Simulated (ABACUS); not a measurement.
Set-up for a self-consistent single point of SnGeSe2 (Pmc2_1, 8 atoms in the cell; from Materials Project mp-1218835, changed as shown).

```
SnGeSe2
1.0
    3.95963     0.00000     0.00000
    0.00000     4.63027     0.00000
    0.00000     0.00000    11.37082
Sn Ge Se
2 2 4
Direct
  0.50000   0.36605   0.38335
  0.50000   0.63395   0.88335
  0.00000   0.12293   0.62746
  0.00000   0.87707   0.12746
  0.00000   0.23593   0.84558
  0.00000   0.76407   0.34558
  0.50000   0.23363   0.14361
  0.50000   0.76637   0.64361
```

Method: PBEsol, numerical atomic orbitals DZP (confined pseudo-atomic orbitals with Gaussian additions; energy shift 0.01 Ry), PseudoDojo 0.4 standard norm-conserving PBEsol (tails mended) pseudopotentials in ABACUS.

ABACUS settings:

basis: DZP numerical atomic orbitals, energy shift 0.01 Ry
KPT: Gamma 4 4 2 0 0 0
basis_type: lcao
ecutwfc: 100 Ry
smearing_method: fd
smearing_sigma: 0.000734986 Ry
potentials: PseudoDojo 0.4 standard norm-conserving PBEsol (tails mended)
symmetry: 1
symmetry_prec: 1e-05
ks_solver: scalapack_gvx
scf_nmax: 100
scf_thr: 1.0e-06
mixing_type: broyden
mixing_beta: 0.4

Results:

```
Quantity                                                   Value
------------------------------------------------  --------------
Number of valence electrons                                  120
Number of bands                                               73
Number of k-points after the program's reduction              18
Size of the basis                                            200
Number of SCF iterations                                      10
Free energy E − TS                                -22318.3666 eV
Top of the valence band (on the code's own zero)         8.55 eV
Gap on the k-point mesh                                  0.88 eV
Pressure                                               -1.18 GPa
Largest force (vector length)                         0.410 eV/Å
```

Forces (eV/Å):
```
atom     Fx      Fy      Fz
----  -----  ------  ------
Sn1   0.000  -0.287   0.218
Sn2   0.000   0.287   0.218
Ge3   0.000   0.282  -0.297
Ge4   0.000  -0.282  -0.297
Se5   0.000  -0.292   0.208
Se6   0.000   0.292   0.208
Se7   0.000   0.300  -0.129
Se8   0.000  -0.300  -0.129
```

Stress (GPa, positive for compression):
```
-0.58   0.00   0.00
 0.00  -1.66   0.00
 0.00   0.00  -1.31
```

The gap is read on the k-point mesh of the run and can differ from the gap over the whole zone at this level.

For comparison: a first run was changed to give this one (lattice vector b scaled by 0.99), and from it to this one the free energy drops by 3.3 meV/atom, the pressure goes from -1.70 to -1.18 GPa, the largest force goes from 0.332 to 0.410 eV/Å and the gap on the mesh goes from 0.836 to 0.880 eV.

The atom-centred basis is finite, which shifts total energies, pressures, gaps and forces against plane waves. The structure comes from a collection of computed structures, made at another level of theory; the collection holds predicted forms beside known ones.

Cost on one core: very roughly 70 core-seconds.

The atomic orbitals were generated for these runs; they are not ABACUS's published sets and were checked against plane waves on a few crystals only.

“Tails mended”: in these copies of the files the far tail of each local potential was reset to the Coulomb form.
